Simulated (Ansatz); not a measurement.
TiN (rock salt)

```yaml
crystal:
  lattice:
    - [0.00000, 2.11666, 2.11666]
    - [2.11666, 0.00000, 2.11666]
    - [2.11666, 2.11666, 0.00000]
  atoms:
    - { symbol: N, position: [0.00000, 0.00000, 0.00000] }
    - { symbol: Ti, position: [0.50000, 0.50000, 0.50000] }
```

The volume is varied about the relaxed value V₀ at fixed cell shape. Symmetry pins the atoms to their sites.

The numbers are results of r2SCAN (plane waves to 500 eV, PAW, scalar-relativistic; Ansatz, a program for electronic structure), not measurements. k mesh 19×19×19 (Γ-centred), Fermi-Dirac smearing 0.05 eV. Compression counts positive. The PAW data are Ansatz's earlier set. TiN is run without spin polarisation. TiN was relaxed with its symmetry unable to fall.

At one point of the scan the stress tensor (GPa) is:

```
  -24.2      0.0      0.0
    0.0    -24.2      0.0
    0.0      0.0    -24.2
```

Problem. Which point is it?
A. V/V₀ = 1.160
B. V/V₀ = 1.053
C. V/V₀ = 1.133
D. V/V₀ = 1.107

Solution. D, V/V₀ = 1.107

(Under strain, the slope of the energy per volume gives the stress and its curvature an elastic modulus.)
